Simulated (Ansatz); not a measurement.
# Is this BeZn5Se6 structure a true minimum?

The cell was found from a structure generator's guess, not taken from experiment.

The calculation used DFT PBE, scalar-relativistic, plane waves, PAW in Ansatz 0.2.0. Settings: cutoff 420 eV, Γ-centred mesh 8×8×2 on the computed 12-atom cell, Gaussian smearing of 0.02 eV; no spin polarisation.

The cell below (12 atoms, space group P-4m2 (No. 115)) is relaxed within its symmetry.

```
Be Zn Se
1.0
     3.97744    0.00000    0.00000
     0.00000    3.97744    0.00000
     0.00000    0.00000   17.02623
Be Zn Se
1 5 6
Cartesian
  1.9887 1.9887 8.5131
  0.0000 0.0000 11.1733
  1.9887 1.9887 14.0993
  0.0000 0.0000 0.0000
  1.9887 1.9887 2.9269
  0.0000 0.0000 5.8529
  1.9887 0.0000 12.6360
  0.0000 1.9887 15.5627
  1.9887 0.0000 1.4635
  0.0000 1.9887 4.3903
  1.9887 0.0000 7.3285
  0.0000 1.9887 9.6977
```

For the test it was strained at random (σ = 1.5 % a component), the atoms were moved at random (σ = 0.05 Å), and all was relaxed again on a coarse 4×4×1 mesh (in the run’s order of axes) with 0.10 eV smearing, with no symmetry imposed.

Q: Does it come back?

A: It returns, within 1 meV/atom of the unmoved cell on that mesh and with the same symmetry when read at 0.1 Å (C2 at 0.01 Å, so small strains and shifts remain). No instability shows in this cell; modes of other wave vectors, which need another repeat, aren't tested.
